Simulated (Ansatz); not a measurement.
Starting structure of a cell relaxation (symmetry kept):

```
CELL_PARAMETERS angstrom
3.60430 0.00000 0.00000
0.00000 3.60430 0.00000
0.00000 0.00000 5.26397
ATOMIC_POSITIONS crystal
Hf 0.50000 0.50000 0.50000
Hf 0.00000 0.00000 0.00000
O 0.00000 0.50000 0.69325
O 0.50000 0.00000 0.80675
O 0.50000 0.00000 0.30675
O 0.00000 0.50000 0.19325
```

Method: DFT PBE+D3(BJ), scalar-relativistic, plane waves, PAW (Ansatz).

Plane waves to 420 eV, a k mesh through Γ of 6×6×4 on the computed 6-atom cell and Gaussian smearing (0.02 eV); no spin polarisation.

Task: What does it relax to?

Result: The volume decreases by 0.22 Å³/atom to 11.18 Å³/atom, and the energy falls by 2.3 meV/atom. Final structure:
```cif
data_structure
_symmetry_space_group_name_H-M 'P4_2/nmc:1'
_symmetry_Int_Tables_number 137
_cell_length_a 3.5874
_cell_length_b 3.5874
_cell_length_c 5.2125
_cell_angle_alpha 90.000
_cell_angle_beta 90.000
_cell_angle_gamma 90.000
_cell_volume 67.08
loop_
_atom_site_label
_atom_site_type_symbol
_atom_site_symmetry_multiplicity
_atom_site_Wyckoff_symbol
_atom_site_fract_x
_atom_site_fract_y
_atom_site_fract_z
_atom_site_occupancy
Hf1 Hf 2 a 0.50000 0.50000 0.50000 1
O1 O 4 d 0.00000 0.50000 0.69741 1
```

Spin–orbit coupling is left out, which can shift energies with elements as heavy as these.

This form isn't the usual stable structure of the compound.

Cost: 1 run of about 0.63 core-minutes, on Arm Neoverse V2 (shared hosts).